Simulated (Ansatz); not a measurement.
The cell below belongs to a search over invented structures; it isn't taken from experiment.

Input and command of a plane-wave DFT calculation in Ansatz:

```yaml
crystal:
  lattice:
    - [5.9081813918, -0.0307540332, -0.0002132515]
    - [-0.0307540332, 6.0830139523, 0.0760867398]
    - [-0.0002132515, 0.0760867398, 6.0443343763]
  atoms:
    - { symbol: Sn, position: [0.0017869095, -4.6739e-06, 0.0022565977] }
    - { symbol: Ge, position: [0.2436877538, 0.2608575291, 0.2397062048] }
    - { symbol: Ge, position: [-0.0058129381, 0.5004020825, 0.4912418537] }
    - { symbol: Ge, position: [0.5255940159, 0.4959838021, 0.9843492703] }
    - { symbol: Ge, position: [0.5122055771, -0.0419423587, 0.5326783876] }
    - { symbol: Ge, position: [0.7399981147, 0.2504719221, 0.7426549276] }
    - { symbol: Ge, position: [0.7622587611, 0.7792034348, 0.2550732248] }
    - { symbol: Ge, position: [0.2202818062, 0.755028262, 0.7520395335] }
basis:
  ecutwfc: 420
kpoints:
  mp_grid: { grid: [4, 4, 4] }
hamiltonian:
  xc: pbe
scf:
  occupations: { method: gaussian, width: 0.2 }
  lower_state_search: "off"
output:
  forces: true
  stress: true
  eigenvalues: true
relax:
  adjacent_minimum: "off"
  f_tol: 0.025
  max_steps: 60
  cell: { stress_tol: 0.25 }
```

```bash
ansatz run input.yaml --threads 1 --pin off --max-ram 2560MiB --backend cpu --events-out ev --progress --plain --runs-dir out
```

Processor: Intel(R) Xeon(R) Processor @ 2.70GHz, 1 thread, on a host shared with other jobs.

Estimate time, memory and problem size.

About 3.8 min, peak memory 0.7 GiB. It solves 68 bands at 36 k points (after reduction by symmetry) with about 3911 plane waves (on the last cell), in 35 SCF iterations over 5 ionic steps.
